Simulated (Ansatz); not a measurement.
# Course of a relaxation: Be2Si

The cell of Be2Si is invented: sheets of the Be2B type as a bilayer (elements of the layers in order: Be2Si (Be2B type), Be2Si (Be2B type)). A sheet's type names the database crystal that the layer was cut from. Lengths were set from tabulated atomic sizes, so they are only a guess.

The sheet is periodic along a and b; c holds vacuum.

```cif
data_structure
_symmetry_space_group_name_H-M 'P 1'
_symmetry_Int_Tables_number 1
_cell_length_a 3.7737
_cell_length_b 3.7737
_cell_length_c 19.0000
_cell_angle_alpha 90.000
_cell_angle_beta 90.000
_cell_angle_gamma 120.000
_cell_volume 234.32
loop_
_atom_site_label
_atom_site_type_symbol
_atom_site_fract_x
_atom_site_fract_y
_atom_site_fract_z
_atom_site_occupancy
Be1 Be 0.00000 0.00000 0.41474 1
Be2 Be 0.33333 0.66667 0.37758 1
Be3 Be 0.33333 0.66667 0.58526 1
Be4 Be 0.66667 0.33333 0.62242 1
Si1 Si 0.66667 0.33333 0.40240 1
Si2 Si 0.00000 0.00000 0.59760 1
```

The calculation used Ansatz, DFT PBE+D3(BJ), scalar-relativistic, plane waves, PAW. Cutoff 420 eV, Gaussian smearing, Γ-centred meshes. In-plane cell and atoms relax first on a coarse mesh and then on a converged one. The steps can't lower the symmetry of their start. No spin polarisation.

Steps on the 6×6×1 mesh (6 atoms, 10 steps). The free energy counts from the last step; the plane-wave basis is renewed at times, which shifts energy and pressure.

```csv
step,ΔF (meV/atom),largest force component (eV/Å)
1,130.6,0.462
2,106.1,0.339
3,74.3,0.452
4,37.5,0.562
5,25.3,1.058
6,2.3,0.192
7,0.4,0.122
8,0.2,0.064
9,-0.1,0.004
10,0.0,0.004
```

The relaxed structure, after a last relaxation on the converged mesh:

```
Be Si
1.0
     3.69462    0.00000    0.00000
    -1.84731    3.19963    0.00000
     0.00000    0.00000   33.10388
Be Si
4 2
Direct
  0.00000 0.00000 0.25214
  0.33333 0.66667 0.23728
  0.33333 0.66667 0.34146
  0.66667 0.33333 0.34125
  0.66667 0.33333 0.22646
  0.00000 0.00000 0.32327
```

The symmetry stays p3m1 (No. 69). The area per atom shrinks by 4.1 %, from 2.1 to 2.0 Å². The shortest distance goes from 2.19 Å (Be–Si) to 2.13 Å (Be–Be). The energy falls by about 0.14 eV/atom (the start's value is from the coarse mesh). The program sets the height of the box itself, so the height of the cell differs between start and end. Be at height 0.85 Å has 3 Be at 2.19 Å and 4 Si at 2.30–2.35 Å; Be at height 0.36 Å has 3 Si at 2.16 Å and 3 Be at 2.19 Å; Be at height 3.81 Å has 3 Be at 2.13 Å and 3 Si at 2.22 Å.

```
Area per atom                              : 1.97 Å²
Thickness between the outermost nuclei     : 3.81 Å
Energy over the elements                   : +0.600 eV/atom
Gap on the 12×12×1 mesh of the 6-atom cell : 0.35 eV
```

The zero of energy is the elements' standard structures at the same level; no fitted shifts are applied.

The last run used Gaussian smearing of 0.02 eV. Kohn–Sham gaps at this level usually fall short of measured ones. Small gaps are read on the mesh alone, and bands can cross between its points. Symmetry constrained the relaxation, so the result can be a saddle point. In all, the 3 runs took 6.4 min on 1 thread of Intel(R) Xeon(R) Processor @ 2.50GHz (Skylake/Cascade Lake) (shared host).
